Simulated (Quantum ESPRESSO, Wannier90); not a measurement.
CaS (rock salt): Wannier90 run

Structure: Materials Project mp-1672, symmetrised, not relaxed again. COD (Crystallography Open Database) has an entry of this formula and space group (matched by these alone). Computed values, not measurements, from PBEsol: Quantum ESPRESSO (norm-conserving PseudoDojo potentials, cutoff 55 Ry, no spin polarisation, no spin-orbit coupling) on a Γ-centred 10×10×10 mesh, then Wannier90. Density: 10×10×10 mesh, cold smearing 0.01 Ry.

On the energy scale of pw.x, whose zero is arbitrary, the valence-band maximum lies at 5.90 eV.

Input w.win:

```
num_bands = 4
num_wann = 4
exclude_bands = 1-4,9-22
num_iter = 1000
conv_tol = 1.0e-6
conv_window = 4
write_hr = true
write_u_matrices = true
auto_projections = true
begin unit_cell_cart
ang
    0.0000000000    2.8523750000    2.8523750000
    2.8523750000    0.0000000000    2.8523750000
    2.8523750000    2.8523750000    0.0000000000
end unit_cell_cart
begin atoms_frac
Ca   0.0000000000  0.0000000000  0.0000000000
S    0.5000000000  0.5000000000  0.5000000000
end atoms_frac
mp_grid = 10 10 10
begin kpoints
0.0000000000 0.0000000000 0.0000000000
0.0000000000 0.0000000000 0.1000000000
0.0000000000 0.0000000000 0.2000000000
... (997 more lines: the 10x10x10 mesh through Gamma)
end kpoints
```

Input of pw2wannier90.x that gives the overlap and projection files (equivalent; here they were cut from one run over all bands):

```
&inputpp
  outdir = './out'
  prefix = 'pwscf'
  seedname = 'w'
  write_amn = .true.
  write_mmn = .true.
  scdm_proj = .true.
  scdm_entanglement = 'isolated'
/
```

Output w.wout (banner and timings cut):

```
                                    ------
                                    SYSTEM
                                    ------

                              Lattice Vectors (Ang)
                    a_1     0.000000   2.852375   2.852375
                    a_2     2.852375   0.000000   2.852375
                    a_3     2.852375   2.852375   0.000000

                   Unit Cell Volume:      46.41409  (Ang^3)

                        Reciprocal-Space Vectors (Ang^-1)
                    b_1    -1.101395   1.101395   1.101395
                    b_2     1.101395  -1.101395   1.101395
                    b_3     1.101395   1.101395  -1.101395

 *----------------------------------------------------------------------------*
 |   Site       Fractional Coordinate          Cartesian Coordinate (Ang)     |
 +----------------------------------------------------------------------------+
 | ca   1   0.00000   0.00000   0.00000   |    0.00000   0.00000   0.00000    |
 | s    1   0.50000   0.50000   0.50000   |    2.85237   2.85237   2.85237    |
 *----------------------------------------------------------------------------*
                                ------------
                                K-POINT GRID
                                ------------

             Grid size = 10 x 10 x 10      Total points = 1000

 *---------------------------------- MAIN ------------------------------------*
 |  Number of Wannier Functions               :                 4             |
 |  Number of Objective Wannier Functions     :                 4             |
 |  Number of input Bloch states              :                 4             |
 |  Output verbosity (1=low, 5=high)          :                 1             |
 |  Timing Level (1=low, 5=high)              :                 1             |
 |  Optimisation (0=memory, 3=speed)          :                 3             |
 |  Length Unit                               :               Ang             |
 |  Post-processing setup (write *.nnkp)      :                 F             |
 |  Using Gamma-only branch of algorithms     :                 F             |
 *----------------------------------------------------------------------------*
 *------------------------------- WANNIERISE ---------------------------------*
 |  Total number of iterations                :              1000             |
 |  Number of CG steps before reset           :                 5             |
 |  Trial step length for line search         :             2.000             |
 |  Convergence tolerence                     :         0.100E-05             |
 |  Convergence window                        :                 4             |
 |  Iterations between writing output         :                 1             |
 |  Iterations between backing up to disk     :               100             |
 |  Write r^2_nm to file                      :                 F             |
 |  Write xyz WF centres to file              :                 F             |
 |  Write on-site energies <0n|H|0n> to file  :                 F             |
 |  Use guiding centre to control phases      :                 F             |
 |  Use phases for initial projections        :                 F             |
 *----------------------------------------------------------------------------*
 *-------------------------------- PLOTTING ----------------------------------*
 |  Plotting Hamiltonian in WF basis          :                 T             |
 *----------------------------------------------------------------------------*

 *---------------------------------- K-MESH ----------------------------------*
 +----------------------------------------------------------------------------+
 |                    Distance to Nearest-Neighbour Shells                    |
 |                    ------------------------------------                    |
 |          Shell             Distance (Ang^-1)          Multiplicity         |
 |          -----             -----------------          ------------         |
 |             1                   0.190767                      8            |
 |             2                   0.220279                      6            |
 |             3                   0.311522                     12            |
 |             4                   0.365292                     24            |
 |             5                   0.381535                      8            |
 |             6                   0.440558                      6            |
 |             7                   0.480087                     24            |
 |             8                   0.492559                     24            |
       ... (lines left out)
 +----------------------------------------------------------------------------+
 | The b-vectors are chosen automatically                                     |
 | The following shells are used:                       1                     |
 +----------------------------------------------------------------------------+
 |                        Shell   # Nearest-Neighbours                        |
 |                        -----   --------------------                        |
 |                          1               8                                 |
 +----------------------------------------------------------------------------+
 | Completeness relation is fully satisfied [Eq. (B1), PRB 56, 12847 (1997)]  |
 +----------------------------------------------------------------------------+
 |                  b_k Vectors (Ang^-1) and Weights (Ang^2)                  |
 |                  ----------------------------------------                  |
 |            No.         b_k(x)      b_k(y)      b_k(z)        w_b           |
 |            ---        --------------------------------     --------        |
 |             1         0.110140    0.110140   -0.110140    10.304419        |
 |             2         0.110140   -0.110140    0.110140    10.304419        |
 |             3        -0.110140    0.110140    0.110140    10.304419        |
 |             4         0.110140    0.110140    0.110140    10.304419        |
 |             5        -0.110140   -0.110140    0.110140    10.304419        |
 |             6        -0.110140    0.110140   -0.110140    10.304419        |
 |             7         0.110140   -0.110140   -0.110140    10.304419        |
 |             8        -0.110140   -0.110140   -0.110140    10.304419        |
 +----------------------------------------------------------------------------+
 |                           b_k Directions (Ang^-1)                          |
 |                           -----------------------                          |
 |            No.           x           y           z                         |
 |            ---        --------------------------------                     |
 |             1         0.110140    0.110140   -0.110140                     |
 |             2         0.110140   -0.110140    0.110140                     |
 |             3        -0.110140    0.110140    0.110140                     |
 |             4         0.110140    0.110140    0.110140                     |
 +----------------------------------------------------------------------------+

 Starting a new Wannier90 calculation ...

 Reading overlaps from w.mmn

 Reading projections from w.amn

 *------------------------------- WANNIERISE ---------------------------------*
 +--------------------------------------------------------------------+<-- CONV
 | Iter  Delta Spread     RMS Gradient      Spread (Ang^2)            |<-- CONV
 +--------------------------------------------------------------------+<-- CONV

 ------------------------------------------------------------------------------
 Initial State
  WF centre and spread    1  (  0.109514,  0.085313,  2.354471 )     1.71773077
  WF centre and spread    2  (  2.340979, -0.117906,  0.056939 )     1.68987979
  WF centre and spread    3  ( -2.721028, -2.429772, -2.563081 )     1.69062770
  WF centre and spread    4  (  0.272918,  2.461955,  0.153654 )     1.75929720
  Sum of centres and spreads (  0.002384, -0.000411,  0.001982 )     6.85753545

      0     0.686E+01     0.0000000000        6.8575354546  <-- CONV
        O_D=      0.0216212 O_OD=      1.1676623 O_TOT=      6.8575355 <-- SPRD
 ------------------------------------------------------------------------------
      1    -0.687E-01     0.0916191655        6.7888331888  <-- CONV
        O_D=      0.0073965 O_OD=      1.1131846 O_TOT=      6.7888332 <-- SPRD
      2    -0.174E-01     0.0717352337        6.7714300988  <-- CONV
        O_D=      0.0026866 O_OD=      1.1004915 O_TOT=      6.7714301 <-- SPRD
      3    -0.612E-02     0.0494578686        6.7653127822  <-- CONV
        O_D=      0.0010528 O_OD=      1.0960080 O_TOT=      6.7653128 <-- SPRD
      4    -0.246E-02     0.0334189856        6.7628545863  <-- CONV
        O_D=      0.0004951 O_OD=      1.0941075 O_TOT=      6.7628546 <-- SPRD
      5    -0.110E-02     0.0221513376        6.7617522930  <-- CONV
        O_D=      0.0003029 O_OD=      1.0931973 O_TOT=      6.7617523 <-- SPRD
       ... (lines left out)
     83    -0.697E-06     0.0005022379        6.7595072384  <-- CONV
        O_D=      0.0001455 O_OD=      1.0911097 O_TOT=      6.7595072 <-- SPRD
     84    -0.470E-06     0.0004205363        6.7595067681  <-- CONV
        O_D=      0.0001455 O_OD=      1.0911092 O_TOT=      6.7595068 <-- SPRD
     85    -0.437E-06     0.0005257953        6.7595063309  <-- CONV
        O_D=      0.0001455 O_OD=      1.0911088 O_TOT=      6.7595063 <-- SPRD
             <<<     Delta < 1.000E-06  over  4 iterations     >>>
             <<< Wannierisation convergence criteria satisfied >>>
 Final State
  WF centre and spread    1  (  0.104431,  0.092803,  2.352600 )     1.68947842
  WF centre and spread    2  (  2.347022, -0.108661,  0.056303 )     1.68678675
  WF centre and spread    3  ( -2.730711, -2.433900, -2.568844 )     1.68799405
  WF centre and spread    4  (  0.281132,  2.449615,  0.161696 )     1.69524712
  Sum of centres and spreads (  0.001873, -0.000143,  0.001755 )     6.75950633

         Spreads (Ang^2)       Omega I      =     5.668252032
        ================       Omega D      =     0.000145483
                               Omega OD     =     1.091108817
    Final Spread (Ang^2)       Omega Total  =     6.759506331
```
